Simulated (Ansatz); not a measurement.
## BaZnSbCl in Ansatz, single run

input.yaml:

```yaml
crystal:
  lattice:
    - [4.702181, 0.0, 0.0]
    - [0.0, 4.702181, 0.0]
    - [0.0, 0.0, 10.360202]
  atoms:
    - { symbol: Ba, position: [0.75, 0.75, 0.35079] }
    - { symbol: Ba, position: [0.25, 0.25, 0.64921] }
    - { symbol: Cl, position: [0.25, 0.75, 0.5] }
    - { symbol: Cl, position: [0.75, 0.25, 0.5] }
    - { symbol: Zn, position: [0.25, 0.75, 0.0] }
    - { symbol: Zn, position: [0.75, 0.25, 0.0] }
    - { symbol: Sb, position: [0.25, 0.25, 0.16604] }
    - { symbol: Sb, position: [0.75, 0.75, 0.83396] }
  symmetry: { tolerance: 0.0003 }
kpoints:
  mp_grid: { grid: [4, 4, 2], shift: [0, 0, 0] }
magnetization:
  spin_polarized: false
scf:
  occupations: { method: fermi_dirac }
hamiltonian:
  pseudopotentials: { kind: paw }
  xc: pbe
basis:
  ecutwfc: "51.4 Ry"
output:
  forces: true
  stress: true
  eigenvalues: true
```

Launch command:

```bash
ansatz run input.yaml --threads 1 --pin off --max-ram 2560MiB --backend cpu --events-out ev --progress --plain --runs-dir out
```

Origin of the cell: a known structure type with other elements, at an estimated volume, so it need not be a known compound.

The smearing width isn't typed, so it takes its default of 0.1 eV.

Output (shortened):

```
SCF iter   1: F=—  HF=-33673.691041 eV  Δρ=1.51e-3  dr2=2.26e-2
SCF iter   2: F=—  HF=-33673.687663 eV  Δρ=8.69e-4  dr2=4.09e-3
SCF iter   3: F=—  HF=-33673.687422 eV  Δρ=3.59e-4  dr2=5.46e-4
SCF iter   4: F=—  HF=-33673.687413 eV  Δρ=1.41e-4  dr2=7.74e-5
SCF iter   5: F=—  HF=-33673.687401 eV  Δρ=1.40e-4  dr2=3.15e-5
SCF iter   6: F=—  HF=-33673.687386 eV  Δρ=3.26e-5  dr2=2.68e-6
SCF iter   7: F=—  HF=-33673.687387 eV  Δρ=7.41e-6  dr2=1.35e-7
SCF iter   8: F=-33673.687388 eV  HF=-33673.687388 eV  Δρ=1.94e-6  dr2=1.00e-8
SCF 1 converged in 8 iterations: F = -33673.687388 eV  dr2 = 1.00e-8
SCF converged after 8 iterations
Free energy (F): -33673.687388 eV
Harris-Foulkes:  -33673.687388 eV  (|F-HF|=5.06e-9)
Internal energy: -33673.654108 eV  (E = F + TS)
E sigma→0 (E₀):  -33673.670748 eV
Entropy (-TS):   -0.033280 eV (-4.160 meV/atom)
Fermi energy:    8.441246 eV
--- Per-component energies (eV) ---
  E_band       = -434.360943
  E_kinetic    = 1344.248458
  E_local      = -9036.893775  (includes V_loc(G=0)·N_el)
  E_nonlocal   = 2126.597215
  E_hartree    = 3901.554972
  E_xc         = -1104.432563
  E_vxc        = -815.465860  (∫ρ·V_xc dr)
  E_paw        = -24581.133726  (= ΣΔE_a)
  E_vpaw       = -1855.953798  (= ΣTr[D̂ρ^β])
  E_aug_tail   = 0.000054  (compensation charges beyond the density's cutoff)
  E_ewald      = -6323.594742
  E_smearing   = -0.033280  (= −TS)
  Σ components = -33673.687388   (vs F -33673.687388, Δ=0.00e0)
--- Forces (eV/Å), atoms counted from 1 ---
  atom   1  Ba     0.000000     0.000000    -3.152055
  atom   2  Ba     0.000000     0.000000     3.152055
  atom   3  Cl     0.000000     0.000000     0.000000
  atom   4  Cl     0.000000     0.000000    -0.000000
  atom   5  Zn     0.000000     0.000000     0.000000
  atom   6  Zn     0.000000     0.000000    -0.000000
  atom   7  Sb     0.000000     0.000000    -0.562249
  atom   8  Sb     0.000000     0.000000     0.562249
  max |Σ_I F_I| component: 0.0 eV/Å
--- Stress (GPa, compression-positive) ---
        4.235918       0.000000       0.000000
        0.000000       4.235918       0.000000
        0.000000       0.000000       2.852399
  P = ⅓ Tr σ = 3.7747 GPa (37.747 kbar)
```

Caveats: no spin, though holes on the anions or broken bonds may carry moments; no spin-orbit coupling, though heavy elements are present; the k mesh is coarse if the cell is a metal.

It ran for 6.8 s on 1 thread of AMD EPYC 9R45 96-Core Processor (Zen 5) (shared host), peak memory 0.83 GiB, from the program's own first density.
